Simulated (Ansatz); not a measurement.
La7H24 with scf.mixing.preconditioner changed

Level of theory: r2SCAN, no spin polarisation, scalar-relativistic; Ansatz, plane waves to 500 eV (PAW set soft_2), k-mesh 4×4×4. These are the settings of the reference run.

Cell:

```
cell
1.0
     7.8705    0.0000    0.0000
     0.0000    7.8705    0.0000
    -3.9353   -3.9353    5.5870
H La
24 7
Direct
  0.1546 0.4628 0.8083
  0.1215 0.3746 0.2490
  0.6257 0.3743 0.7532
  0.6254 0.3754 0.2507
  0.1545 0.8457 0.8082
  0.1556 0.8442 0.1883
  0.6255 0.8789 0.7530
  0.5368 0.8456 0.1910
  0.3878 0.1272 0.7542
  0.3704 0.1235 0.2528
  0.8748 0.1249 0.7499
  0.8732 0.1271 0.2394
  0.3569 0.6434 0.7867
  0.3704 0.6295 0.2529
  0.8768 0.6294 0.7587
  0.8733 0.6124 0.2393
  0.2596 0.2679 0.0359
  0.2825 0.3399 0.5587
  0.7510 0.2490 0.9978
  0.7326 0.2678 0.5097
  0.3145 0.6853 0.8706
  0.2825 0.7188 0.5590
  0.6618 0.7181 0.9360
  0.7326 0.7417 0.5096
  0.9947 0.0048 0.9925
  0.5119 0.0049 0.5097
  0.5064 0.0090 0.0027
  0.9917 0.4940 0.4879
  0.9948 0.4877 0.9924
  0.5013 0.4988 0.4976
  0.5065 0.4938 0.0027
```

The reference run of this cell is solved again as a single point with these keys changed:

| key | reference run | changed run |
| --- | --- | --- |
| scf.mixing.preconditioner | not typed | ldos |

Question: Does this change matter?

Answer: 

| quantity | reference run | changed run |
| --- | --- | --- |
| energy, changed less reference (meV an atom) | 0 | 0.0 |
| largest force (eV/Å) | 0.03 | 0.03 |
| gap on the mesh (eV) | 0.00 | 0.00 |

The results hardly move, so this setting matters little here, or the typed value is the one that the program takes anyway. It took 8 iterations from the trained starting density.

Caveats: the reference run: a carrier lies in a band of the host or at its edge, so the energy may hold band filling; the reference run: the run had no spin, so the odd electron couldn't take a moment, and a state with one unpaired electron may lie lower; a single point, atoms not relaxed again.
